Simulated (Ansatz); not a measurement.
The start is a generated cell, WS2 built in the AFLOW prototype A2B_oF24_70_e_a (C54, as in TiSi2). Cell shape, volume and atoms are optimised at zero target pressure with r2SCAN (plane waves to 500 eV, PAW, scalar-relativistic; Ansatz, an electronic-structure program). First-step values are on the input's coarse k-mesh.

Ansatz input (later rounds restart from its end on a renewed k-mesh):
Ansatz 0.2 input:
```yaml
crystal:
  lattice:
    - [0, 4.5006052, 4.6548881]
    - [2.6131177, 0, 4.6548881]
    - [2.6131177, 4.5006052, 0]
  atoms:
    - { symbol: S, position: [0.6635, 0.3365, 0.6635] }
    - { symbol: S, position: [0.3365, 0.6635, 0.3365] }
    - { symbol: S, position: [0.5865, 0.9135, 0.5865] }
    - { symbol: S, position: [0.9135, 0.5865, 0.9135] }
    - { symbol: W, position: [0, 0, 0] }
    - { symbol: W, position: [0.25, 0.25, 0.25] }
basis: { ecutwfc: 500, ecutrho_ratio: 4, xc_grid: 4, fft_grid_basis: typed }
kpoints: { mp_grid: { grid: [6, 6, 6] } }
hamiltonian:
  xc: r2scan
  dispersion: none
  pseudopotentials: { kind: paw }
scf: { occupations: { method: fermi_dirac, width: 0.05 } }
relax: { f_tol: 0.01, max_steps: 100, cell: { stress_tol: 0.02 } }
output: { forces: true, stress: true }
```

**Question.** What is the largest force in the starting geometry, and on which atom (counted from 1)?

**Answer.** About 1.1 eV/Å, on S1, S2, S3, S4 (atoms numbered as listed).

**Question.** By how much does the energy per atom fall from start to end?

**Answer.** 0.61 to 0.62 eV/atom (the two k-meshes of the run give this range).

**Question.** How do the shortest distances between atoms change?

**Answer.** The closest pairs of elements (up to four, under 3.6 Å), start → end: S–S 2.76 → 2.54 Å; S–W 2.78 → 2.54 Å; W–W 3.49 → 3.38 Å.

**Question.** Give the final cell and atomic positions.

**Answer.** 
```cif
data_S16W8
_chemical_formula_sum 'S16 W8'
_space_group_name_H-M_alt 'Fddd :1'
_space_group_IT_number 70
_space_group_name_Hall 'F 2 2 -1d'
_cell_length_a 4.46635
_cell_length_b 7.75211
_cell_length_c 10.13417
_cell_angle_alpha 90.000
_cell_angle_beta 90.000
_cell_angle_gamma 90.000
loop_
_atom_site_label
_atom_site_type_symbol
_atom_site_symmetry_multiplicity
_atom_site_Wyckoff_symbol
_atom_site_fract_x
_atom_site_fract_y
_atom_site_fract_z
_atom_site_occupancy
S1 S 16 f 0.00000 0.32753 0.00000 1
W1 W 8 a 0.00000 0.00000 0.00000 1
```
(The calculation used a cell of 6 atoms; values per cell refer to that cell.)

The space group stays Fddd (No. 70) (the run could not lower it), with 6 atoms in the primitive cell. Final values are on a 13×13×13 k-mesh of the relaxed cell. No spin polarisation in the result.

The run could not lose the symmetry of its start: the end is stationary, and may be a saddle point rather than a minimum.

The relaxed structure here is a generated cell of WS2: the first start was made by placing the elements on the sites of a structure type, and the end was not matched to a known phase here, so it may be hypothetical. Known forms of WS2 include space group No. 194.
